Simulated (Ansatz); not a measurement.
Relaxed-ion elastic tensor of BaTe (rock salt, Fm-3m) in GPa (Voigt order), the program Ansatz at the LDA level (PAW); density 5.44 g/cm³, 40.46 Å³ per atom.

```
87.6   9.2   9.2   0.0   0.0   0.0
 9.2  87.6   9.2   0.0   0.0   0.0
 9.2   9.2  87.6   0.0   0.0   0.0
 0.0   0.0   0.0  11.3   0.0   0.0
 0.0   0.0   0.0   0.0  11.3   0.0
 0.0   0.0   0.0   0.0   0.0  11.3
```

Problem. Is the crystal mechanically stable?

Solution. Yes: the smallest eigenvalue of C is 11.3 GPa.

Problem. Work out the Voigt, Reuss and Hill averages.

Solution. K_V = 35.3, K_R = 35.3, K_H = 35.3; G_V = 22.5, G_R = 15.8, G_H = 19.1 GPa.

Problem. Give Young's modulus, Poisson's ratio, Pugh's ratio and the universal anisotropy index.

Solution. E = 9KG/(3K + G) = 48.6 GPa; ν = 0.27; K/G = 1.85 (near the Pugh limit of 1.75, no verdict); A_U = 5G_V/G_R + K_V/K_R − 6 = 2.11.

Problem. Estimate the sound speeds and the Debye temperature.

Solution. v_l = √((K + 4G/3)/ρ) = 3350 m/s, v_t = √(G/ρ) = 1880 m/s, mean 2090 m/s; Θ = (h/k)(3n/4πV)^(1/3) v_m = 181 K.

Problem. Give the Zener ratio and Young's modulus along [100], [110] and [111].

Solution. A = 2C44/(C11 − C12) = 0.29; 1/E = S11 − 2(S11 − S12 − S44/2)Γ with Γ = 0, 1/4, 1/3 gives 85.9, 36.5, 30.7 GPa.

Problem. Solve the Christoffel equation for the three sound speeds along [100], [110], [111].

Solution. Eigenvalues of C_ijkl n_j n_l equal ρv². In km/s, slowest first: [100] 1.44, 1.44, 4.01; [110] 1.44, 2.69, 3.31; [111] 2.35, 2.35, 3.05.

Symmetry was held in the LDA relaxation; of distortions, only those at the zone centre were tested. Spin–orbit coupling is left out wherever it is not named.

Potentials: the later of the program's two PAW sets.
